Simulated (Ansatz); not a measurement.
# ScPdGe: pressure against volume

ScPdGe, P-62m, a = 6.652 Å, c = 3.921 Å. The structure is a Materials Project entry; whether it is the stable form wasn't checked. Ansatz: PBEsol, PAW, 420 eV, Γ-centred 6×6×10 mesh on 9 atoms, Gaussian smearing 0.10 eV; no spin polarisation. Shape and atoms are relaxed at each volume; pressure is positive in compression.

```
V (Å³/atom) P (GPa)
     14.692    23.25
     15.193    15.90
     15.693     9.69
     16.194     4.44
     16.695     0.01
     17.196        ?
     17.697    -6.90
     18.365   -10.35
```

Q: Take V0 = 16.695 Å³/atom, count pressures from its P0 = 0.01 GPa, fit the third-order Birch–Murnaghan form to the other rows, and predict the missing pressure.

A: With the Eulerian strain f = ½[(V0/V)^(2/3) − 1] and y = (P − P0)/[3f(1 + 2f)^(5/2)], the form is the line y = B0 + 1.5 B0 (B0′ − 4) f. Rows (f, y): 0.04447, 140.8; 0.03243, 139.6; 0.02106, 138.2; 0.01026, 136.8; -0.01906, 133.2; -0.03079, 131.5. Means f = 0.009728, y = 136.68; Σ(Δf)² = 0.004322, ΣΔfΔy = 0.5368; the slope is their ratio. y = 135.5 + 124.2 f GPa, so B0 = 135.5 GPa and B0′ = 4 + 2 × (124.2)/(3 × 135.5) = 4.61. At V = 17.196, f = -0.00976, y = 134.29 and P = -3.73 GPa. The run gave -3.74 GPa, so the fit is 0.01 GPa too high, within the rms miss on the fitted rows (0.02 GPa).